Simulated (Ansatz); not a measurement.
VBiO₄ in space group I4_1/a (No. 88; Bi on 4a, V on 4b, O on 16f) under volume change, r²SCAN (plane waves, PAW; program Ansatz), shape and atoms relaxed at each volume.

| V (Å³/atom) | E − E(relaxed) (meV/atom) | P (GPa) |
|---|---|---|
| 11.557 | 53.2 | 16.20 |
| 11.938 | 22.4 | 9.93 |
| 12.319 | 5.3 | 4.58 |
| 12.700 | 0.0 | 0.00 |
| 13.081 | 4.7 | -3.81 |
| 13.462 | 17.7 | -7.01 |
| 13.843 | 37.6 | -9.61 |

**Question.** What does a third-order Birch–Murnaghan fit give for V₀, B₀ and B′?

**Answer.** V₀ = 12.70 Å³/atom, B₀ = 138 GPa, B′ = 4.7.

Symmetry was held in the r²SCAN relaxation. The workflow began spin-polarised and lost its moments. No Hubbard U is applied. Scalar-relativistic: spin–orbit coupling is off unless named, which matters more the heavier the elements.

Potentials: the later of the program's two PAW sets.
